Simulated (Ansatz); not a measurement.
SrTiO₃ (cubic perovskite, space group No. 221) at seven volumes, the program Ansatz at the HSE06 level (PAW), scaled uniformly. One row is withheld.

| V (Å³/atom) | P (GPa) |
|---|---|
| 10.752 | 22.44 |
| 11.106 | 13.75 |
| 11.461 | 6.34 |
| 11.815 | 0.03 |
| 12.170 | -5.35 |
| 12.524 | -9.94 |
| 12.879 | ? |

Task: Fit the shown pressures and predict the withheld one.

Result: Third-order Birch–Murnaghan: P = (3/2)B₀(x^(7/2) − x^(5/2))[1 + (3/4)(B′ − 4)(x − 1)] with x = (V₀/V)^(2/3). Least squares on the six rows gives V₀ = 11.817 Å³/atom, B₀ = 193.8 GPa, B′ = 4.30. At V = 12.879, x = 0.9442 and P = -13.87 GPa. The run itself gave -13.85 GPa.

Space group Pm-3m (cubic perovskite). Symmetry was held in the HSE06 relaxation. The run is not spin-polarised.

Potentials: the earlier of the program's two PAW sets.
